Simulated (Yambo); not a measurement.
G0W0@LDA for Si (diamond, space group Fd-3m, No. 227) in Yambo. Reference settings: 4×4×4 Γ-centred k mesh, 148 bands and a 14 Ry block in the screening, 148 bands in G with the Bruneval-Gonze terminator, plasmon pole fitted at 27.2 eV. The LDA gap Γ → X on this mesh is 0.58 eV; G0W0 gaps are taken between the same points.

With and without the terminator, as bands are cut:

```csv
bands in G (in W),"gap, terminator (eV)","gap, none (eV)","valence shift, terminator (eV)","valence shift, none (eV)"
23 (23),1.271,1.193,-0.354,-0.097
47 (47),1.302,1.251,-0.604,-0.466
76 (76),1.326,1.297,-0.701,-0.626
112 (112),1.342,1.325,-0.755,-0.710
148 (148),1.350,1.340,-0.780,-0.753
```

Over this range the gap spans 0.079 eV with the terminator and 0.147 eV without, the valence shift 0.426 eV and 0.656 eV. Neither column has reached its limit for certain.

Geometry relaxed with LDA; primitive cell a = 3.8149 Å, b = 3.8149 Å, c = 3.8149 Å, α = 60.00°, β = 60.00°, γ = 60.00°.

A shift is the quasiparticle energy of the state minus its LDA energy.
